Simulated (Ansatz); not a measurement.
## Computed properties of Pd

Pd:
```cif
data_Pd2
_chemical_formula_sum 'Pd2'
_space_group_name_H-M_alt 'P 1'
_space_group_IT_number 1
_cell_length_a 4.01914
_cell_length_b 4.01914
_cell_length_c 4.01914
_cell_angle_alpha 60.000
_cell_angle_beta 60.000
_cell_angle_gamma 60.000
loop_
_space_group_symop_operation_xyz
  'x, y, z'
loop_
_atom_site_label
_atom_site_type_symbol
_atom_site_fract_x
_atom_site_fract_y
_atom_site_fract_z
_atom_site_occupancy
Pd1 Pd 0.00000 0.00000 0.00000 1
Pd2 Pd 0.25000 0.25000 0.25000 1
```

Space group Fd-3m (No. 227), diamond; conventional cell a = 5.684 Å, b = 5.684 Å, c = 5.684 Å, α = 90.00°, β = 90.00°, γ = 90.00°.

Method: plane-wave PAW PBEsol (Ansatz code). The cell and atoms are relaxed at this level. Other levels are named where they apply.

**Cell and energy**

```
Property             Result
---------------  ----------
Volume per atom    22.95 Å³
Density          7.70 g/cm³
```

**Electronic structure**

```
Quantity                                                                    Value
------------------------------------  -------------------------------------------
Electronic character                                            metallic (no gap)
Density of states at the Fermi level  4.3 states/eV per atom (mean over ±0.08 eV)
Gap with spin–orbit coupling                                      none (metallic)
```

**Mechanics**

```
Property                                                               Result
-------------------------------------  --------------------------------------
Bulk modulus (Birch–Murnaghan fit)                                   83.9 GPa
Pressure derivative B′                                                    5.5
Elastic constants (relaxed ions, GPa)     C11 = 58.5, C12 = 96.9, C44 = -26.6
Mechanical stability                   unstable (C has a negative eigenvalue)
```

**Phonons**

```
Item                                            Value
-----------------------------  ----------------------
Highest zone-centre frequency                210 cm⁻¹
Zone-centre stability          no imaginary mode at Γ
```

The start of the workflow was typed in or built on a structure type; neither database checked (COD, Materials Project) lists it. It is not the phase usual at ambient conditions (space group No. 225). Symmetry was held in the PBEsol relaxation. No spin polarisation was allowed. As this level gives no gap, shear constants depend on the k-mesh and smearing (Fermi–Dirac, 0.1 eV here). As this level gives no gap, phonon frequencies hold no LO–TO term and depend on the k-mesh and smearing (Fermi–Dirac, 0.1 eV here). Spin–orbit coupling is left out wherever it is not named.

Potentials: the earlier of the program's two PAW sets. The files were generated under PBE; for other functionals the program regenerates the frozen cores, and for LDA and PBEsol the local potential too.
